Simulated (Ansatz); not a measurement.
**LuSi2Ru2, a database entry at a rescaled volume**

```
CELL_PARAMETERS angstrom
0.00000 4.17753 0.00000
4.17753 0.00000 0.00000
2.08877 2.08877 -4.75607
ATOMIC_POSITIONS crystal
Lu 0.00000 0.00000 0.00000
Si 0.37800 0.37800 0.24400
Si 0.62200 0.62200 0.75600
Ru 0.75000 0.25000 0.50000
Ru 0.25000 0.75000 0.50000
```

Level: r2SCAN, no spin polarisation; 500 eV; 7×7×7 Γ-centred mesh; cold occupations (width 0.0643 eV); Ansatz 0.2.0, fixed geometry.

Q: How is the charge shared?

A: Bader charges in e: Lu +1.77, Si +0.10, Ru -0.99. In the mean Lu gives up most and Ru takes most.

Q: What is the formation energy?

A: -0.89 eV an atom against the elements' usual phases (free molecules for gases, crystals otherwise, with no correction for O₂ or N₂), so it is bound against them; other compounds may still compete. Relaxing would lower it.

Q: Is the cell too large or too small?

A: The pressure is -7.1 GPa (compression positive), so with the atoms held at these fractions the cell would first shrink; the forces are large, so a full relaxation may end otherwise. The principal stresses -8.6, -8.6, -4.2 GPa differ, so its shape would change too.

Q: Which atom feels the largest force, and which way?

A: The largest is on Si2 (and as large on other atoms): 1.92 eV/Å, components (0.00, 0.00, -1.92). It makes 180° with the line to a nearest neighbour, Si3 at 2.32 Å, pointing away from it.

Q: Is there a gap?

A: It is a metal, with about 2.9 states/eV a cell as the mean within 0.25 eV of the Fermi level, mostly Ru d (56 %), Lu d (21 %) and Si p (12 %).

Origin: a database entry at a rescaled volume. Caveats: atoms or cell far from equilibrium.
